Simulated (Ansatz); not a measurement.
Q: Each is relaxed and computed with plane-wave PAW r²SCAN (Ansatz code). Which is the only metal?
A) KLaGeS4, P2_1 (Pearson symbol mP14)
B) AlGaAs2, R3m (Al on 3a, Ga on 3a, As on 3a, As on 3a)
C) Cs2LiAlF6, P-3m1 (Cs on 2d, Li on 1a, Al on 1b, F on 6i)
D) LaAl2Ge2, P-3m1 (La on 1a, Al on 2d, Ge on 2d)

A: D, LaAl2Ge2, P-3m1 (La on 1a, Al on 2d, Ge on 2d). LaAl2Ge2: metal; Cs2LiAlF6: gap 8.15 eV; KLaGeS4: gap 2.84 eV (indirect); AlGaAs2: gap 1.34 eV (direct). Standing as an ambient phase not checked: LaAl2Ge2, P-3m1 (La on 1a, Al on 2d, Ge on 2d); Cs2LiAlF6, P-3m1 (Cs on 2d, Li on 1a, Al on 1b, F on 6i); KLaGeS4, P2_1 (Pearson symbol mP14); AlGaAs2, R3m (Al on 3a, Ga on 3a, As on 3a, As on 3a). Perhaps ordered models of mixed-site phases: AlGaAs2, R3m (Al on 3a, Ga on 3a, As on 3a, As on 3a). All cells were relaxed under the symmetry of their starts (and spin orders); stability against distortions was not tested throughout. Scalar-relativistic: spin–orbit coupling is off unless named, which matters more the heavier the elements.

Potentials: the later of the program's two PAW sets.
